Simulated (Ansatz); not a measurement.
ZrGa3:
```yaml
crystal:
  lattice:
    - [-1.97618, 1.97618, 8.72960]
    - [1.97618, -1.97618, 8.72960]
    - [1.97618, 1.97618, -8.72960]
  atoms:
    - { symbol: Zr, position: [0.88152, 0.88152, 0.00000] }
    - { symbol: Zr, position: [0.11848, 0.11848, 0.00000] }
    - { symbol: Ga, position: [0.00000, 0.50000, 0.50000] }
    - { symbol: Ga, position: [0.50000, 0.00000, 0.50000] }
    - { symbol: Ga, position: [0.75000, 0.25000, 0.50000] }
    - { symbol: Ga, position: [0.25000, 0.75000, 0.50000] }
    - { symbol: Ga, position: [0.62313, 0.62313, 0.00000] }
    - { symbol: Ga, position: [0.37687, 0.37687, 0.00000] }
```

Relaxed with r²SCAN.

Problem. Which orbitals make up the states near the Fermi level in r²SCAN (plane waves, PAW; program Ansatz)?

Solution. Within 0.5 eV of the Fermi level: Zr 4d 48 %, Ga 4p 35 %, Ga 4s 12 %. Projections are on Löwdin-orthogonalised atomic valence shells; empty p or d shells of many metals are not among them.

Problem. Tabulate the density of states.

Solution. States/eV per cell of 8 atoms, in 0.25 eV bins, energy from the Fermi level.

| E (eV) | total | Ga 4p | Zr 4d | Ga 4s |
|---|---|---|---|---|
| -7.85 | 1.81 | 0.73 | 0.15 | 0.80 |
| -7.60 | 2.15 | 0.84 | 0.21 | 0.96 |
| -7.35 | 2.18 | 0.81 | 0.27 | 0.98 |
| -7.10 | 2.01 | 0.73 | 0.28 | 0.90 |
| -6.85 | 1.85 | 0.65 | 0.28 | 0.83 |
| -6.60 | 1.82 | 0.60 | 0.28 | 0.84 |
| -6.35 | 1.77 | 0.66 | 0.25 | 0.76 |
| -6.10 | 2.95 | 0.94 | 0.45 | 1.42 |
| -5.85 | 3.74 | 1.12 | 0.64 | 1.83 |
| -5.60 | 1.55 | 0.51 | 0.30 | 0.69 |
| -5.35 | 1.38 | 0.44 | 0.28 | 0.60 |
| -5.10 | 2.16 | 0.77 | 0.42 | 0.87 |
| -4.85 | 1.81 | 0.64 | 0.38 | 0.72 |
| -4.60 | 1.44 | 0.52 | 0.33 | 0.53 |
| -4.35 | 1.64 | 0.76 | 0.35 | 0.45 |
| -4.10 | 2.18 | 1.18 | 0.45 | 0.42 |
| -3.85 | 2.88 | 1.70 | 0.59 | 0.42 |
| -3.60 | 2.48 | 1.42 | 0.58 | 0.34 |
| -3.35 | 3.00 | 1.89 | 0.67 | 0.31 |
| -3.10 | 3.83 | 2.43 | 0.97 | 0.29 |
| -2.85 | 4.12 | 2.55 | 1.12 | 0.30 |
| -2.60 | 3.85 | 2.25 | 1.22 | 0.25 |
| -2.35 | 4.01 | 2.22 | 1.44 | 0.23 |
| -2.10 | 5.35 | 2.81 | 2.06 | 0.34 |
| -1.85 | 5.56 | 2.80 | 2.31 | 0.31 |
| -1.60 | 4.98 | 2.38 | 2.23 | 0.24 |
| -1.35 | 3.53 | 1.60 | 1.57 | 0.25 |
| -1.10 | 3.51 | 1.52 | 1.65 | 0.24 |
| -0.85 | 2.83 | 1.12 | 1.46 | 0.17 |
| -0.60 | 1.87 | 0.71 | 0.97 | 0.14 |
| -0.35 | 1.57 | 0.58 | 0.79 | 0.15 |
| -0.10 | 1.67 | 0.59 | 0.86 | 0.17 |
| 0.15 | 1.86 | 0.63 | 0.92 | 0.23 |
| 0.40 | 2.09 | 0.73 | 0.90 | 0.35 |
| 0.65 | 2.70 | 0.95 | 1.15 | 0.47 |
| 0.90 | 4.01 | 1.42 | 1.73 | 0.64 |
| 1.15 | 4.01 | 1.40 | 1.68 | 0.68 |
| 1.40 | 4.24 | 1.41 | 1.94 | 0.64 |
| 1.65 | 5.17 | 1.71 | 2.49 | 0.69 |
| 1.90 | 5.28 | 1.61 | 2.73 | 0.67 |
| 2.15 | 6.06 | 1.81 | 3.26 | 0.67 |
| 2.40 | 6.18 | 1.51 | 3.68 | 0.63 |
| 2.65 | 5.44 | 1.11 | 3.31 | 0.63 |
| 2.90 | 5.74 | 1.31 | 3.01 | 0.92 |
| 3.15 | 5.63 | 1.63 | 2.46 | 1.05 |
| 3.40 | 4.93 | 1.48 | 2.04 | 0.97 |
| 3.65 | 4.49 | 1.40 | 1.64 | 0.96 |
| 3.90 | 4.24 | 1.27 | 1.60 | 0.82 |
| 4.15 | 3.57 | 1.15 | 1.29 | 0.74 |
| 4.40 | 4.45 | 1.66 | 1.49 | 0.74 |
| 4.65 | 4.08 | 1.70 | 1.11 | 0.64 |

Space group I4/mmm. The first step of the workflow began from a Materials Project structure, measured or hypothetical; the Crystallography Open Database files this formula in space group No. 139, but the cells were not matched. Its standing as an ambient phase is unchecked. The r²SCAN relaxation kept the symmetry of its start; its stability against distortions is not shown here. No spin polarisation was allowed. Scalar-relativistic: spin–orbit coupling is off unless named, which matters more the heavier the elements.

Potentials: the later of the program's two PAW sets.
